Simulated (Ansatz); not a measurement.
**Bi₂Se₃: a jump of Li**

Computed with DFT r2SCAN, scalar-relativistic, plane waves, PAW (Ansatz 0.2.0). (500 eV cutoff, 2×2×2 k-mesh, Gaussian smearing of 0.02 eV, no spin polarisation)

In a supercell of 20 host sites with charge +1, interstitial Li hops to an equivalent place, moving 4.12 Å between the relaxed ends. Climbing-image nudged elastic band at fixed cell with images 0 (start) to 4 (end), the path measured over all atoms, converged to 0.05 eV/Å; the order of the saddle wasn't checked, and the small cell leaves errors of about a tenth of an eV. At the top the atom squeezes straight between two others, where symmetry can hold a band on a ridge, so a bent path, such as one by way of a neighbouring hole, may have a much lower barrier.

Spin-orbit coupling is left out, which matters for the bands and energies of heavy elements.

Start:

```
CELL_PARAMETERS angstrom
-8.32566 0.00000 0.00000
-4.16283 -7.21024 0.00000
-4.16283 -2.40341 10.05635
ATOMIC_POSITIONS crystal
Bi 0.10308 0.10319 0.19342
Bi 0.60068 0.10283 0.19365
Bi 0.10299 0.60043 0.19348
Bi 0.60726 0.60713 0.17855
Bi 0.89709 0.89715 0.80639
Bi 0.39975 0.89680 0.80662
Bi 0.89700 0.39947 0.80645
Bi 0.39297 0.39281 0.82146
Se 0.00000 0.49998 0.00002
Se 0.50000 0.50003 0.99999
Se 0.00001 0.00000 0.00000
Se 0.49998 0.00000 0.00000
Se 0.28442 0.28437 0.65622
Se 0.77485 0.28457 0.65604
Se 0.28448 0.77494 0.65617
Se 0.78201 0.78194 0.65413
Se 0.71548 0.71545 0.34394
Se 0.22497 0.71565 0.34375
Se 0.71553 0.22511 0.34389
Se 0.21809 0.21804 0.34587
Li 0.49733 0.50072 0.50003
```

Atom 21 jumps to (-4.182, -4.802, 5.028) Å.

Give the energy along the band and the structure at its top.

```
image path (Å) E − E(0) (eV) Li x (Å) Li y (Å) Li z (Å) force on Li (eV/Å)
    0      0.00          0.000    -8.307    -4.812     5.028                0.01
    1      1.06          0.186    -7.295    -4.809     5.030                0.34
    2      2.12          0.503    -6.244    -4.807     5.028                0.00
    3      3.18          0.186    -5.194    -4.804     5.027                0.34
    4      4.25          0.000    -4.182    -4.802     5.028                0.01
```

Barrier 0.50 eV. Image 2:
```
CELL_PARAMETERS angstrom
-8.32566 0.00000 0.00000
-4.16283 -7.21024 0.00000
-4.16283 -2.40341 10.05635
ATOMIC_POSITIONS crystal
Bi 0.09292 0.13535 0.17882
Bi 0.60162 0.09773 0.19903
Bi 0.09603 0.60886 0.18681
Bi 0.60830 0.60886 0.18682
Bi 0.89838 0.90227 0.80097
Bi 0.40708 0.86465 0.82118
Bi 0.89170 0.39114 0.81318
Bi 0.40397 0.39114 0.81319
Se 0.99782 0.50941 0.99496
Se 0.50218 0.49059 0.00504
Se 0.99985 0.00000 0.00000
Se 0.50015 0.00000 0.00000
Se 0.28347 0.25093 0.68213
Se 0.78211 0.28430 0.65147
Se 0.28470 0.77351 0.65457
Se 0.78721 0.77352 0.65456
Se 0.71789 0.71570 0.34853
Se 0.21653 0.74907 0.31787
Se 0.71279 0.22648 0.34544
Se 0.21530 0.22649 0.34543
Li 0.25000 0.50000 0.50000
```